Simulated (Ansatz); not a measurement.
The start is a generated cell, TiPd built in the AFLOW prototype AB_tI8_141_a_b ("40", as in NbP). Cell shape, volume and atoms are optimised at zero target pressure with PBE (plane waves to 420 eV, PAW, scalar-relativistic; Ansatz, a program for electronic structure). The first steps use a coarse 14×14×14 k-mesh.

Input geometry:
```yaml
crystal:
  lattice:
    - [-1.65333, 1.65333, 5.65863]
    - [1.65333, -1.65333, 5.65863]
    - [1.65333, 1.65333, -5.65863]
  atoms:
    - { symbol: Ti, position: [0.75000, 0.25000, 0.50000] }
    - { symbol: Ti, position: [0.00000, 0.00000, 0.00000] }
    - { symbol: Pd, position: [0.50000, 0.50000, 0.00000] }
    - { symbol: Pd, position: [0.25000, 0.75000, 0.50000] }
```

```yaml
initial_pressure: "+29.1 GPa (positive: the cell is compressed)"
outcome: The space group stays I4₁/amd (No. 141) (the run could not lower it), with 4 atoms in the primitive cell
energy_released: 0.86 eV/atom
Shortest distances (start → end): "The closest pairs of elements (up to four, under 3.6 Å), start → end: Pd–Ti 2.34 → 2.75 Å; Pd–Pd 3.28 → 2.84 Å; Ti–Ti 3.28 → 2.84 Å"
band_gap_at_the_end: no gap (metallic)
optimiser_moves: 11
```

The end point of the relaxation:

Space group I4₁/amd, origin choice 1 (No. 141); a = b = 3.884 Å, c = 8.313 Å, α = β = γ = 90.00°

```json
[
 {"atom": "Ti", "site": "4a", "symmetry": "-4m2", "x": "0.0000", "y": "0.0000", "z": "0.0000"},
 {"atom": "Pd", "site": "4b", "symmetry": "-4m2", "x": "0.0000", "y": "0.0000", "z": "0.5000"}
]
```
(The calculation used a cell of 4 atoms; values per cell refer to that cell.)

Final values are on a 17×17×17 k-mesh of the relaxed cell. No spin polarisation in the result.

The run could not lose the symmetry of its start; a randomly shaken copy of 8 atoms returns to this structure.

All atoms sit on sites fixed by symmetry, so only the cell could relax.

The relaxed structure here is a generated cell of TiPd: the first start was made by placing the elements on the sites of a structure type, and the end was not matched to a known phase here, so it may be hypothetical.
